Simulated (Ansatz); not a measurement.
### Question
Each is relaxed and computed with DFT-PBE in the program Ansatz with PAW potentials. Which is the only metal?
(A) AlZnInO4, R3m (Pearson symbol hR7)
(B) AlN, wurtzite
(C) AlSn2Sb, R3m (Al on 3a, Sb on 3a, Sn on 3a, Sn on 3a)
(D) AlP, Pm-3n (Al on 6c, P on 6d)

### Answer
C, AlSn2Sb, R3m (Al on 3a, Sb on 3a, Sn on 3a, Sn on 3a). AlSn2Sb: metal; AlZnInO4: gap 1.77 eV; AlP: gap 1.49 eV (indirect); AlN: gap 4.04 eV (direct). Constructed cells (a structure type filled with these elements, in neither database checked): AlZnInO4, R3m (Pearson symbol hR7). Typed or built starts, not in the databases checked: AlSn2Sb, R3m (Al on 3a, Sb on 3a, Sn on 3a, Sn on 3a); AlP, Pm-3n (Al on 6c, P on 6d). Not the usual ambient phase: AlP, Pm-3n (Al on 6c, P on 6d). All cells were relaxed under the symmetry of their starts (and spin orders); stability against distortions was not tested throughout. Scalar-relativistic: spin–orbit coupling is off unless named, which matters more the heavier the elements.

Potentials: the earlier of the program's two PAW sets.
